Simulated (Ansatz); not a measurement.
The elements of this relaxed trial crystal are hidden behind letters.

```
lattice vectors (Å)
   3.4352    0.0000    0.0000
  -1.7176    2.9750    0.0000
   0.0000    0.0000    8.4162
fractional positions
X 0.3333 0.6667 0.6690
X 0.6667 0.3333 0.3310
Z 0.0000 0.0000 0.0000
Q 0.3333 0.6667 0.1617
Q 0.6667 0.3333 0.8383
Q 0.0000 0.0000 0.5000
```

All numbers below come from Ansatz, DFT PBE, scalar-relativistic, plane waves, PAW. Cutoff 420 eV, Γ-centred 12×12×4 mesh (6-atom cell), Gaussian smearing of 0.01 eV, no spin polarisation.

| Item | Value |
| --- | --- |
| Space group | P-3m1 (No. 164) |
| Conventional cell | a = 3.435 Å, c = 8.416 Å |
| Volume per atom | 14.34 Å³ |
| Density | 7.62 g/cm³ |
| Formation energy | −1.712 eV/atom |
| Gap on the 12×12×4 mesh of the 6-atom cell | 0.11 eV |

Energies are uncorrected and count from the elements' standard states at the same level.

**Question.** X is a d-block element of period 5, Z is a lanthanide and Q is a p-block element of period 2. Which elements are they?

**Answer.** X = Y, Z = Lu, Q = N, so the formula is Y2LuN3. Density times volume gives a mean mass of 7.62 × 14.34/1.6605 = 65.8 u per atom, and this set has 65.8 u. Around Y lie 6 N at 2.44 Å, 3 Lu at 3.42 Å and 9 Y at 3.44–3.47 Å; Lu has 6 N at 2.41 Å, 6 Y at 3.42 Å and 6 Lu at 3.44 Å; N on a site of symmetry 3m has 3 Lu at 2.41 Å and 3 Y at 2.44 Å; 1 more site not described. Other sets within the hints have nearly the same mass, so mass alone doesn't settle it; this one was computed.

Kohn–Sham gaps at this level usually fall short of measured ones. A later test with randomly moved atoms came back to the same energy, though modes that don't fit the test's cell weren't probed.
